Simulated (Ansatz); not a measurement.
Li2S:
```
CELL_PARAMETERS angstrom
      0.00000     2.85282     2.85282
      2.85282     0.00000     2.85282
      2.85282     2.85282     0.00000
ATOMIC_POSITIONS crystal
  Li 0.25000 0.25000 0.25000
  Li 0.75000 0.75000 0.75000
  S  0.00000 0.00000 0.00000
```

Relaxed with PBE.

Give the Bader charges and basin volumes of the independent atoms, plane-wave PAW PBE (Ansatz code).



```
atom  Bader charge (e)  Bader volume (Å³)
----  ----------------  -----------------
Li1              +0.86                3.7
S3               -1.72               39.1
```

Space group Fm-3m (anti-fluorite). The PBE relaxation kept the symmetry of its start.

Potentials: the later of the program's two PAW sets.
